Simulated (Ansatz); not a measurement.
# Two states of Ni2PO4

```
Ni P O
1.0
     0.00000    4.08262    4.08262
     4.08262    0.00000    4.08262
     4.08262    4.08262    0.00000
Ni P O
4 2 8
Direct
  0.62500 0.62500 0.62500
  0.12500 0.62500 0.62500
  0.62500 0.62500 0.12500
  0.62500 0.12500 0.62500
  0.00000 0.00000 0.00000
  0.25000 0.25000 0.25000
  0.36860 0.36860 0.36860
  0.35580 0.88140 0.88140
  0.36860 0.36860 0.89420
  0.88140 0.35580 0.88140
  0.89420 0.36860 0.36860
  0.88140 0.88140 0.88140
  0.36860 0.89420 0.36860
  0.88140 0.88140 0.35580
```

Single point in Ansatz 0.2.0 with PBE. Cutoff 420 eV, PAW datasets, 5×5×5 Γ-centred k mesh, cold filling (width 0.0104 eV).

State A: Ni1 up, Ni2 up, Ni3 up, Ni4 up (collinear spin). State B: Ni1 up, Ni2 up, Ni3 up, Ni4 down (collinear spin).

Q: Compare the two self-consistent states.

A: State A is lower by 1.8 meV an atom at zero smearing. So small a gap isn't resolved on this mesh where a state is a metal.

```tsv
state	free energy (meV/atom)	largest moment in a small sphere (μB)	net moment (μB/cell)	gap on mesh (eV)	pressure (GPa)	largest force (eV/Å)
A	0.0	1.28	6.01	metal	-4.8	2.69
B	1.8	1.28	2.99	metal	-5.1	2.75
```

Origin: a known structure type with other elements, at an estimated volume, so it need not be a known compound. Caveats: semilocal functionals often miss the gap of such magnets; atoms or cell far from equilibrium.
